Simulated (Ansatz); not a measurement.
InSb:
```xyz
8
Lattice="4.6025 0.0000 0.0000 -2.3012 3.9859 0.0000 0.0000 0.0000 15.0925" Properties=species:S:1:pos:R:3 pbc="T T T"
In     2.3012     1.3286    15.0911
Sb     2.3012     1.3286     2.8328
In     0.0000     0.0000     3.7783
Sb     0.0000     0.0000     6.5962
In     0.0000     2.6572     7.5448
Sb     0.0000     2.6572    10.3791
In     0.0000     0.0000    11.3246
Sb     0.0000     0.0000    14.1425
```

Relaxed with PBEsol. Special points in fractions of this cell's reciprocal vectors: Γ (0.000, 0.000, 0.000); M (0.500, 0.000, 0.000); K (0.333, 0.333, 0.000); A (0.000, 0.000, 0.500); L (0.500, 0.000, 0.500); H (0.333, 0.333, 0.500).

List the band energies nearest the Fermi level at these points for PBEsol with spin–orbit coupling (plane waves, PAW; program Ansatz).

In eV from the Fermi level; about four levels below and three above (degenerate sets whole), none deeper than 8.9 eV; points with the same levels are listed once.

| k | below | above |
|---|---|---|
| Γ | -0.56 -0.56 -0.03 -0.03 | 0.03 0.03 0.13 0.13 |
| M | -1.60 -1.60 -1.13 -1.13 | 0.37 0.37 0.63 0.63 |
| K | -2.07 -2.05 -1.67 -1.67 | 1.33 1.33 1.96 1.96 |
| A | -0.18 -0.18 -0.18 -0.18 | 0.24 0.24 0.24 0.24 |
| L | -1.43 -1.43 -1.43 -1.43 | 0.84 0.84 0.84 0.84 |
| H | -1.99 -1.99 -1.92 -1.92 | 1.50 1.50 1.56 1.56 |

Space group P6_3mc. The start of the workflow was typed in or built on a structure type; neither database checked (COD, Materials Project) lists it. It is not the phase usual at ambient conditions (space group No. 216). The cell was relaxed with PBEsol under the symmetry of its start; of distortions, only those at the zone centre were tested. The Fermi level of a semimetal is unsure by some 0.05 eV on such meshes.

Potentials: the later of the program's two PAW sets.
